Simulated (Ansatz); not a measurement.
The relaxed structure here is a generated cell of LiNbO3: the first start was made by placing the elements on the sites of a structure type, and the end was not matched to a known phase here, so it may be hypothetical. Known forms of LiNbO3 include space group No. 161.

One stationary structure of LiNbO₃. The numbers are results of PBE (plane waves to 420 eV, PAW, scalar-relativistic; Ansatz, a first-principles code), not measurements.

```xyz
10
Lattice="5.4566 0.0000 0.0000 -2.7283 4.7256 0.0000 0.0000 0.0000 5.5407" Properties=species:S:1:pos:R:3 pbc="T T T"
Li     0.0000     3.1504     4.1555
Li     2.7283     1.5752     1.3852
Nb     0.0000     0.0000     0.0000
Nb     0.0000     0.0000     2.7704
O      0.8455     1.1855     1.3852
O      4.0072     0.1394     1.3852
O      3.3323     3.4006     1.3852
O     -1.8828     3.5400     4.1555
O      0.6040     1.3250     4.1555
O      1.2789     4.5861     4.1555
```

Find the space group and the Wyckoff positions (tolerance 0.01 Å).

Space group P-62c (No. 190); a = 5.4566 Å, b = 5.4566 Å, c = 5.5407 Å, α = 90.00°, β = 90.00°, γ = 120.00°

| atom | site | symmetry | x | y | z |
|---|---|---|---|---|---|
| Li | 2d | -6.. | 0.6667 | 0.3333 | 0.2500 |
| Nb | 2a | 32. | 0.0000 | 0.0000 | 0.0000 |
| O | 6h | m.. | 0.2804 | 0.2509 | 0.2500 |

Give the shortest distances between elements (the closest pairs, up to four, under 3.6 Å).

Li–O 1.92 Å; Nb–O 2.01 Å; O–O 2.52 Å; Nb–Nb 2.77 Å.

The volume per atom is 14.29 Å³ and the density comes out as 3.44 g/cm³. The band gap is 2.39 eV, direct within 0.03 eV (at K) (no spin-orbit coupling) and the smallest direct gap is 2.41 eV at K.

No spin polarisation in the result.

The run could not lose the symmetry of its start: the end is stationary, and may be a saddle point rather than a minimum.

It was reached from a disturbed copy of a P6₃/mmc (No. 194) cell, against which it lies -359 meV/atom.
